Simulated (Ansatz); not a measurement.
## Li2HfGaF8: relaxation (Ansatz)

Run with:

```bash
ansatz run input.yaml --threads 2 --pin off --max-ram 3584MiB --backend cpu --events-out ev --progress --plain --runs-dir out
```

Input:

```yaml
crystal:
  lattice:
    - [0.0, 5.065613, 0.0]
    - [5.065613, 0.0, 0.0]
    - [2.532807, 2.532807, -5.220469]
  atoms:
    - { symbol: Li, position: [0.5, 0.5, 0.0] }
    - { symbol: Ga, position: [0.0, 0.0, 0.0] }
    - { symbol: F, position: [0.557, 0.6979, 0.1796] }
    - { symbol: F, position: [0.3021, 0.7366, 0.8204] }
    - { symbol: F, position: [0.2634, 0.1225, 0.1796] }
    - { symbol: F, position: [0.8775, 0.443, 0.8204] }
    - { symbol: F, position: [0.0072, 0.609, 0.3592] }
    - { symbol: F, position: [0.391, 0.3664, 0.6408] }
    - { symbol: F, position: [0.6336, 0.0318, 0.3592] }
    - { symbol: F, position: [0.9682, 0.9928, 0.6408] }
    - { symbol: Hf, position: [0.25, 0.75, 0.5] }
    - { symbol: Li, position: [0.75, 0.25, 0.5] }
  symmetry: { tolerance: 0.0003 }
kpoints:
  mp_grid: { grid: [4, 4, 4], shift: [0, 0, 0] }
magnetization:
  spin_polarized: false
scf:
  occupations: { method: fermi_dirac, width: 0.0368 }
  lower_state_search: "off"
hamiltonian:
  pseudopotentials: { kind: paw }
  xc: r2scan
basis:
  ecutwfc: 500
  fft_grid_basis: typed
relax:
  max_steps: 80
  cell: { p_target: 0.0 }
output:
  forces: true
  stress: true
  eigenvalues: true
  bader: false
  populations: true
  elf: true
  write_potential: true
  volumetric_format: npy
  dos:
    e_range: [-12, 8]
    de: 0.05
    projected: { site_lists: { F: [F], Ga: [Ga], Hf: [Hf], Li: [Li] } }
  write_density: true
checkpoint:
  read: saved_state
```

Origin of the cell: a known structure type with other elements, at an estimated volume, so it need not be a known compound.

The saved state is a converged single point of the same cell.

Excerpt of the output:

```
Pseudopotentials: kind: paw
Pseudopotential: Li, paw, valence charge 3, recommended cutoff 500 eV (meta_gga), Li.paw.azcp
Pseudopotential: Ga, paw, valence charge 13, recommended cutoff 500 eV (meta_gga), Ga.paw.azcp
Pseudopotential: F, paw, valence charge 7, recommended cutoff 500 eV (meta_gga), F.paw.azcp
Pseudopotential: Hf, paw, valence charge 26, recommended cutoff 500 eV (meta_gga), Hf.paw.azcp
Functional definition: r2SCAN
  exchange = r2scan_x(k0 = k0, k1 = k1, a1 = a1)
  correlation = r2scan_c
Crystal: 12 atoms, lattice volume = 133.960 Å³
Basis set: ecut = 500 eV, 3435 PW (Γ), exchange–correlation on 160×160×192 points (64 copies of the dense FFT grid, shifted against one another)
Bands: 63, of which v1, the nominal top of the filled ones, is band 51 counted from 1 (50 counted from 0)
[… 15 lines left out …]
Initial density: read from a saved state, or passed on in memory by an earlier SCF of this step, an earlier step, the calling program or the single point that the run made first
Functional: x = r2scan, c = r2scan; τ floored in thin density (d = 2e-4 eV/Å³)
SCF iter   1: F=-26427.345812 eV  HF=-26427.343592 eV  Δρ=1.25e-3  dr2=7.99e-4  dr2_τ=5.48e-4
SCF iter   2: F=-26427.346112 eV  HF=-26427.346184 eV  Δρ=3.48e-4  dr2=1.23e-4  dr2_τ=2.15e-5
SCF iter   3: F=-26427.346120 eV  HF=-26427.346193 eV  Δρ=2.23e-4  dr2=6.86e-5  dr2_τ=2.90e-6
SCF iter   4: F=-26427.346180 eV  HF=-26427.346216 eV  Δρ=1.76e-4  dr2=4.86e-5  dr2_τ=1.04e-6
SCF iter   5: F=-26427.346187 eV  HF=-26427.346211 eV  Δρ=1.52e-4  dr2=3.55e-5  dr2_τ=9.36e-7
SCF iter   6: F=-26427.346195 eV  HF=-26427.346205 eV  Δρ=9.49e-5  dr2=1.29e-5  dr2_τ=3.36e-7
SCF iter   7: F=-26427.346200 eV  HF=-26427.346201 eV  Δρ=4.08e-5  dr2=1.66e-6  dr2_τ=1.17e-7
SCF iter   8: F=-26427.346201 eV  HF=-26427.346201 eV  Δρ=2.58e-5  dr2=7.08e-7  dr2_τ=4.47e-8
SCF iter   9: F=-26427.346201 eV  HF=-26427.346201 eV  Δρ=1.14e-5  dr2=1.05e-7  dr2_τ=8.02e-9
SCF iter  10: F=-26427.346201 eV  HF=-26427.346201 eV  Δρ=3.81e-6  dr2=1.24e-8  dr2_τ=1.44e-9
relax step   1: F+E_penalty+E_count = -26427.346201 eV  Δ(F+E_penalty+E_count) = +0.000e0 eV  max|allowed force component| = 4.253e-1 eV/Å  Δτ_max = 0.0000 Å  P = +0.528 GPa  Ω = 133.960 Å³ […]
relax step   2: F+E_penalty+E_count = -26427.439798 eV  Δ(F+E_penalty+E_count) = -9.360e-2 eV  max|allowed force component| = 1.292e-1 eV/Å  Δτ_max = 0.0447 Å  P = -0.680 GPa  Ω = 133.010 Å³ […]
relax step   3: F+E_penalty+E_count = -26427.453749 eV  Δ(F+E_penalty+E_count) = -1.395e-2 eV  max|allowed force component| = 5.337e-2 eV/Å  Δτ_max = 0.0219 Å  P = -0.045 GPa  Ω = 131.749 Å³ […]
relax step   4: F+E_penalty+E_count = -26427.459085 eV  Δ(F+E_penalty+E_count) = -5.336e-3 eV  max|allowed force component| = 6.001e-2 eV/Å  Δτ_max = 0.0185 Å  P = +0.044 GPa  Ω = 131.524 Å³ […]
relax step   5: F+E_penalty+E_count = -26427.464548 eV  Δ(F+E_penalty+E_count) = -5.463e-3 eV  max|allowed force component| = 2.231e-2 eV/Å  Δτ_max = 0.0291 Å  P = +0.083 GPa  Ω = 131.827 Å³ […]
relax step   6: F+E_penalty+E_count = -26427.465371 eV  Δ(F+E_penalty+E_count) = -8.231e-4 eV  max|allowed force component| = 4.929e-3 eV/Å  Δτ_max = 0.0159 Å  P = +0.100 GPa  Ω = 132.010 Å³ […]
relax step   7: F+E_penalty+E_count = -26427.465301 eV  Δ(F+E_penalty+E_count) = +7.074e-5 eV  max|allowed force component| = 4.163e-4 eV/Å  Δτ_max = 0.0020 Å  P = +0.003 GPa  Ω = 132.156 Å³ […]
relax step   8: F+E_penalty+E_count = -26427.463625 eV  Δ(F+E_penalty+E_count) = +1.676e-3 eV  max|allowed force component| = 3.853e-4 eV/Å  Δτ_max = 0.0000 Å  P = +0.014 GPa  Ω = 132.156 Å³  stress off target by 1.60e-2 GPa […]
SCF 8 converged in 8 iterations: F = -26427.463625 eV  dr2 = 6.14e-11
basis re-selected at this cell: Δ(F+E_penalty+E_count) = +1.676e-3 eV, ΔP = +0.011 GPa vs the last step (what re-selecting the basis moved, of the pressure what is left beyond the Pulay corre […]
SCF converged after 8 iterations
Free energy (F): -26427.463625 eV
Harris-Foulkes:  -26427.463625 eV  (|F-HF|=3.64e-12)
Internal energy: -26427.435847 eV  (E = F + TS)
E sigma→0 (E₀):  -26427.449736 eV
Entropy (-TS):   -0.027778 eV (-2.315 meV/atom)
Fermi energy:    8.009949 eV
--- Per-component energies (eV) ---
  E_band       = -802.514820
  E_kinetic    = 2243.589882
  E_local      = -14046.810140  (includes V_loc(G=0)·N_el)
  E_nonlocal   = -301.214853
  E_hartree    = 6058.274573
  E_xc         = -999.930648
  E_vxc        = -1310.152910  (∫ρ·V_xc dr)
  E_paw        = -10625.276502  (= ΣΔE_a)
  E_vpaw       = 408.700435  (= ΣTr[D̂ρ^β])
  E_aug_tail   = 0.008235  (compensation charges beyond the density's cutoff)
  E_vtau       = 86.815319  (kinetic-family band-sum trace: ∫τ·v_τ [+ j·A + Jᵃ·Aᵃ] dr)
  E_ewald      = -8755.493713
  E_core_change = -0.582680  (= ΣΔE_core)
  E_smearing   = -0.027778  (= −TS)
  Σ components = -26427.463625   (vs F -26427.463625, Δ=0.00e0)
--- Forces (eV/Å), atoms counted from 1 ---
  atom   1  Li     0.000000    -0.000000     0.000000
  atom   2  Ga    -0.000000     0.000000    -0.000000
  atom   3  F      0.000051     0.000257     0.000210
  atom   4  F      0.000257    -0.000051    -0.000210
  atom   5  F     -0.000051    -0.000257     0.000210
  atom   6  F     -0.000257     0.000051    -0.000210
  atom   7  F      0.000006     0.000314    -0.000385
  atom   8  F      0.000314    -0.000006     0.000385
  atom   9  F     -0.000006    -0.000314    -0.000385
  atom  10  F     -0.000314     0.000006     0.000385
  atom  11  Hf    -0.000000     0.000000    -0.000000
  atom  12  Li    -0.000000     0.000000     0.000000
  max |Σ_I F_I| component: 2.79e-17 eV/Å
--- Stress (GPa, compression-positive) ---
        0.015981      -0.000006       0.000000
        0.000006       0.015981       0.000000
        0.000000       0.000000       0.009735
  P = ⅓ Tr σ = 0.0139 GPa (0.139 kbar)
--- Relaxed structure (7 steps of the walk, 7 accepted, 1 SCFs on fresh bases) ---
  F+E_penalty+E_count = -26427.463625 eV   max|allowed force component| = 3.853e-4 eV/Å   (the final SCF, on the basis selected at the relaxed cell)
  cell:  # Å, volume = 132.1564 Å³
    - [-5.778e-15, 5.038003, 2.412e-7]
    - [5.038003, -5.778e-15, 2.412e-7]
    - [2.519002, 2.519002, -5.206803]
  atoms:
    - { symbol: Li, position: [0.500000, 0.500000, 0.0] }
    - { symbol: Ga, position: [0.0, 0.0, 0.0] }
    - { symbol: F, position: [0.578083, 0.705963, 0.171995] }
    - { symbol: F, position: [0.294037, 0.750078, 0.828005] }
    - { symbol: F, position: [0.249922, 0.122041, 0.171995] }
    - { symbol: F, position: [0.877959, 0.421917, 0.828005] }
    - { symbol: F, position: [0.016461, 0.597389, 0.355591] }
    - { symbol: F, position: [0.402611, 0.372052, 0.644409] }
    - { symbol: F, position: [0.627948, 0.047020, 0.355591] }
    - { symbol: F, position: [0.952980, 0.983539, 0.644409] }
    - { symbol: Hf, position: [0.250000, 0.750000, 0.5] }
    - { symbol: Li, position: [0.750000, 0.250000, 0.5] }
--- Löwdin populations: 12 sites ---
  site symbol       q [e]
     0     Li      2.2190
     1     Ga     12.1147
     2      F      7.5072
     3      F      7.5072
     4      F      7.5072
     5      F      7.5072
     6      F      7.5012
     7      F      7.5012
     8      F      7.5012
     9      F      7.5012
    10     Hf     24.1506
    11     Li      2.2180
  spilling = 0.002612 (of n_electrons = 101.000000)
```

The starting structure.

Space group I-4 (No. 82); the run's cell has a = 5.066 Å, b = 5.066 Å, c = 6.331 Å, α = 66.42°, β = 66.42°, γ = 90.00°. Shortest distances: F–Li 1.89 Å, F–Hf 2.05 Å, F–Ga 2.29 Å, F–F 2.48 Å, Ga–Li 3.58 Å, Hf–Li 3.58 Å.

The relaxed structure.

Space group I-4 (No. 82); the run's cell has a = 5.038 Å, b = 5.038 Å, c = 6.309 Å, α = 66.47°, β = 66.47°, γ = 90.00°. Shortest distances: F–Li 1.86 Å, F–Hf 2.05 Å, F–Ga 2.18 Å, F–F 2.49 Å, Ga–Li 3.56 Å, Hf–Li 3.56 Å.

```
Free energy lowered by  : 9.8 meV/atom
Volume change           : -1.35 %
Final pressure          : 0.01 GPa
Relaxation steps listed : 8
```

Caveats: no moments, though an odd count or open d shells may carry them; no spin-orbit coupling, though heavy elements are present; the k mesh is coarse if the cell is a metal; the relaxation held the start's symmetry, so the end may be a saddle point.

Time: 180 s of wall time on 2 CPU thread(s) of a shared host, from a saved density.
